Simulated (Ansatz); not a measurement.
## Zn$_{3}$Cu: how the energy converges with the cutoff

Zn$_{3}$Cu, Cmmm, a = 3.030 Å, b = 4.333 Å, c = 8.541 Å. The structure is a Materials Project entry; whether it is the stable form wasn't checked. Ansatz: PBEsol, PAW, cutoff varied, Γ-centred 16×16×6 mesh on 4 atoms, Gaussian smearing 0.10 eV; no spin polarisation. Single points at one geometry, the cutoff alone changed; ΔE is the energy at zero smearing over the run at 500 eV. The runs up to 350 eV lie under the cutoff recommended for these PAW datasets.

```tsv
cutoff (eV)	ΔE (meV/atom)
250	1498.77
300	?
350	11.20
420	1.66
```

Question: Assume ΔE falls exponentially with the cutoff, fit y = ln ΔE against x, the cutoff in eV, to the other rows, and predict the missing value.

Answer: y = 7.312, 2.416, 0.507. Means x = 340.0, y = 3.4117; Σ(Δx)² = 14600, ΣΔxΔy = -593.4; the slope is their ratio. y = 17.23 − 0.04064 x, a factor of ten per 57 eV. At 300 eV this gives ΔE = 154.16 meV/atom. The run gave 160.31, a ratio of 0.96. Between neighbouring rows the decay runs from a factor of ten per 43 eV to one per 84 eV, so one exponential is only a rough guide. The fast fall gives way to a slow tail, so a fit to low cutoffs promises convergence too early.